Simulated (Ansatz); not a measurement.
A geometry of O2 away from equilibrium: the start of the relaxation of a generated trial cell of O2 in the AFLOW prototype A_mC4_12_i. All values below come from r2SCAN (plane waves to 500 eV, PAW, scalar-relativistic; Ansatz, a program for electronic structure). Γ-centred k-mesh 8×8×6 on the run's cell (coarser than for final values), Fermi–Dirac smearing 0.05 eV.

```xyz
2
Lattice="2.7015 -1.7165 0.0000 2.7015 1.7165 0.0000 -1.9835 0.0000 3.7554" Properties=species:S:1:pos:R:3 pbc="T T T"
O      3.4007     0.0000     3.1057
O      0.0189     0.0000     0.6497
```
Spin-polarised start, with parallel moments on O.

Task: Predict the force on each atom, in eV/Å.

Result: 
```json
[
 {"atom": "O1", "Fx": "0.15", "Fy": "0.00", "Fz": "5.31"},
 {"atom": "O2", "Fx": "-0.15", "Fy": "0.00", "Fz": "-5.31"}
]
```

Task: What is the pressure?

Result: -10.1 GPa, compression positive.

Spin state reached: ferromagnetic (net 1.00 μB/atom), from parallel starting moments; other spin orders were not run from this start. One molecule in the cell forces parallel spins. Without a van der Waals term the distances between weakly bound units are poorly fixed.

The run could not lose the symmetry of its start.
